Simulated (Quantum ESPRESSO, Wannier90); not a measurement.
Wannierisation of HfO2 (P4₂/nmc)

```xyz
6
Lattice="3.5580 0.0000 0.0000 0.0000 3.5580 0.0000 0.0000 0.0000 5.1719" Properties=species:S:1:pos:R:3 pbc="T T T"
Hf     1.7790     1.7790     2.5859
Hf     0.0000     0.0000     0.0000
O      0.0000     1.7790    -1.5660
O      0.0000     1.7790     1.0199
O      1.7790     0.0000    -1.0199
O      1.7790     0.0000     1.5660
```

Structure: Materials Project mp-1018721, symmetrised, not relaxed again. Not found in the COD (Crystallography Open Database) copy used, which has the formula in other groups; not checked further. Computed values, not measurements, from PBEsol: Quantum ESPRESSO (norm-conserving PseudoDojo potentials, cutoff 68 Ry, no spin polarisation, no spin-orbit coupling) on a Γ-centred 8×8×6 mesh, then Wannier90. Density: 10×10×6 mesh, cold smearing 0.01 Ry. Spin-orbit coupling is left out although heavy elements are present.

Bands 9-24 form an isolated set from -17.95 to 0.00 eV relative to the valence-band maximum (on the path) and are turned into 16 Wannier functions by minimising the spread from the start: sp3 on O.

Centres (Cartesian, Å; one of the equivalent choices) and spreads:

```tsv
n	x	y	z	spread (Å²)	nearest atom
1	0.000	2.062	-1.372	0.928	O3
2	0.382	1.779	-1.829	0.897	O3
3	-0.382	1.779	-1.829	0.897	O3
4	0.000	1.496	-1.372	0.928	O3
5	0.283	1.779	1.214	0.928	O4
6	0.000	1.397	0.757	0.897	O4
7	0.000	2.161	0.757	0.897	O4
8	-0.283	1.779	1.214	0.928	O4
9	2.161	0.000	-0.757	0.897	O5
10	1.779	-0.283	-1.214	0.928	O5
11	1.779	0.283	-1.214	0.928	O5
12	1.397	0.000	-0.757	0.897	O5
13	1.779	0.382	1.829	0.897	O6
14	2.062	0.000	1.372	0.928	O6
15	1.496	0.000	1.372	0.928	O6
16	1.779	-0.382	1.829	0.897	O6
```

Ω_I = 12.98 Å², Ω_total = 14.60 Å²; the interpolated bands follow pw.x to 0.1 meV rms on the path. It is the lowest total spread that any start reached here.
